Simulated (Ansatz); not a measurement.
Given:

NiS:
```cif
data_Ni9S9
_chemical_formula_sum 'Ni9 S9'
_space_group_name_H-M_alt 'R3m :H'
_space_group_IT_number 160
_space_group_name_Hall 'R 3 -2"'
_cell_length_a 9.31005
_cell_length_b 9.31005
_cell_length_c 3.07189
_cell_angle_alpha 90.000
_cell_angle_beta 90.000
_cell_angle_gamma 120.000
loop_
_atom_site_label
_atom_site_type_symbol
_atom_site_symmetry_multiplicity
_atom_site_Wyckoff_symbol
_atom_site_fract_x
_atom_site_fract_y
_atom_site_fract_z
_atom_site_occupancy
Ni1 Ni 9 b 0.17638 0.08819 0.48528 1
S1 S 9 b 0.11246 0.22492 0.00653 1
```
(The calculation used a cell of 6 atoms; values per cell refer to that cell.)

This is the LDA-relaxed structure.

**Question.** All from LDA (plane waves, PAW; program Ansatz), unless another level is named. Give the electronic character.

**Answer.** metallic (no gap).

**Question.** Predict the density of states at the Fermi level.

**Answer.** 0.46 states/eV per atom (mean over ±0.08 eV).

**Question.** What about the formation energy from the elements (no fitted shifts)?

**Answer.** -0.53 eV/atom.

The first step of the workflow began from a Materials Project structure, measured or hypothetical; the Crystallography Open Database files this formula in space group No. 160, but the cells were not matched. Its standing as an ambient phase is unchecked. The cell was relaxed with LDA under the symmetry of its start; whether a distortion lowers the energy is not shown. The run is not spin-polarised. The references are the lowest solids computed at this level, not always the standard phases.

Potentials: the later of the program's two PAW sets.
